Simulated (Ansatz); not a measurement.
# Two states of ZnNi₂SbS₄

```
Ni Zn Sb S
1.0
     0.00000    5.33246    0.00000
     5.33246    0.00000    0.00000
     2.66623    2.66623   -5.32323
Ni Zn Sb S
2 1 1 4
Direct
  0.00000 0.00000 0.00000
  0.75000 0.25000 0.50000
  0.25000 0.75000 0.50000
  0.50000 0.50000 0.00000
  0.37161 0.88441 0.74358
  0.11559 0.11519 0.25642
  0.88481 0.37201 0.74358
  0.62799 0.62839 0.25642
```

The numbers come from plane-wave PAW DFT (Ansatz): PBE, with U_eff = 5.78 eV on Ni d, V = 0.39 eV between Ni d and S p within 2.746 Å (all-electron-ortho-atomic projectors), 420 eV, 4×4×4 Γ-centred k points, fermi-dirac occupations (width 0.1 eV). Nothing was relaxed. The cell carries a charge of -1 e on a uniform background.

State A: Ni1 up, Ni2 down (collinear spin). State B: Ni1 up, Ni2 up (collinear spin).

Question: Compare the two self-consistent states.

Answer: They are level within 1 meV an atom.

```csv
state,free energy (meV/atom),largest moment in a small sphere (μB),net moment (μB/cell),gap on mesh (eV),pressure (GPa),largest force (eV/Å)
A,0.8,0.88,0.02,metal,n/a,2.84
B,0.0,0.89,1.96,metal,n/a,2.85
```

Origin: a known structure type with other elements, at an estimated volume, so it need not be a known compound. Caveats: the state breaks the symmetry of the cell; another magnetic order, which this cell may not hold, can open a gap; the k mesh is coarse if the cell is a metal; atoms or cell far from equilibrium; charged cell with a uniform background.
